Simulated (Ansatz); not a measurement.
MnSn2 in space group I4/mcm (No. 140; Mn on 4a, Sn on 8h) at seven volumes, PBEsol (plane waves, PAW; program Ansatz), shape and atoms relaxed at each. One row is withheld.

```
V (Å³/atom)  P (GPa)
-----------  -------
17.067         11.45
17.630          6.81
18.192          3.02
18.755          0.00
19.317             ?
19.880         -4.42
20.443         -5.84
```

**Question.** Fit the shown pressures and predict the withheld one.

**Answer.** P = (3/2)B₀(x^(7/2) − x^(5/2))[1 + (3/4)(B′ − 4)(x − 1)] with x = (V₀/V)^(2/3). Least squares on the six rows gives V₀ = 18.753 Å³/atom, B₀ = 90.2 GPa, B′ = 6.42. At V = 19.317, x = 0.9804 and P = -2.43 GPa. The run itself gave -2.49 GPa.

The workflow started from an entry of the Crystallography Open Database (COD). Its standing as an ambient phase is unchecked. The PBEsol relaxation kept the symmetry of its start; its stability against distortions is not shown here. Spin order of the final state: ferromagnetic, chosen from 3 collinear starts compared on coarse meshes (ties went to the first, and starts can fall back to one state), not a proven ground state. Scalar-relativistic: spin–orbit coupling is off unless named, which matters more the heavier the elements.

Potentials: the later of the program's two PAW sets.
